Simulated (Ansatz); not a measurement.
Input:

NaF:
```
CELL_PARAMETERS angstrom
      0.00000     2.35053     2.35053
      2.35053     0.00000     2.35053
      2.35053     2.35053     0.00000
ATOMIC_POSITIONS crystal
  Na 0.00000 0.00000 0.00000
  F  0.50000 0.50000 0.50000
```

This is the PBE-relaxed structure.

All from plane-wave PAW PBE (Ansatz code), unless another level is named. Give the vibrational entropy at 300 K.

27.1 J/(K·mol of atoms).

Next, the Hill bulk and shear moduli?

44.8 and 29.5 GPa.

Space group Fm-3m (rock salt). Symmetry was held in the PBE relaxation; phonons on a q-mesh show no instability.

Potentials: the later of the program's two PAW sets.
